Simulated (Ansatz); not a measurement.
Data:

InP (zinc blende)

```cif
data_In4P4
_chemical_formula_sum 'P4 In4'
_space_group_name_H-M_alt 'F-43m'
_space_group_IT_number 216
_space_group_name_Hall 'F -4 2 3'
_cell_length_a 5.95980
_cell_length_b 5.95980
_cell_length_c 5.95980
_cell_angle_alpha 90.000
_cell_angle_beta 90.000
_cell_angle_gamma 90.000
loop_
_atom_site_label
_atom_site_type_symbol
_atom_site_symmetry_multiplicity
_atom_site_Wyckoff_symbol
_atom_site_fract_x
_atom_site_fract_y
_atom_site_fract_z
_atom_site_occupancy
P1 P 4 c 0.25000 0.25000 0.25000 1
In1 In 4 a 0.00000 0.00000 0.00000 1
```
(The calculation used a cell of 2 atoms; values per cell refer to that cell.)

This relaxed cell (volume V₀) is scaled evenly in all directions, its shape held. Symmetry pins the atoms to their sites.

Level of theory: PBE (plane waves to 420 eV, PAW, scalar-relativistic; Ansatz, a first-principles code). k mesh 10×10×10 (Γ-centred), Fermi-Dirac smearing 0.05 eV. The energy includes the smearing's −TS. Stress and pressure are positive under compression. InP was relaxed with its symmetry unable to fall. The PAW data are Ansatz's earlier set. ΔE is measured from the relaxed starting cell.

The scan covers V/V₀ from 0.840 to 1.160 in 9 points.

Q: What is ΔE at V/V₀ = 0.840?

A: 174.4 meV/atom.

Q: What pressure does the cell carry at V/V₀ = 0.840?

A: 15.5 GPa.

Q: What is ΔE at V/V₀ = 1.160?

A: 94.0 meV/atom.

(A scan under strain: stresses follow from slopes of the energy per volume, elastic moduli from its curvatures.)
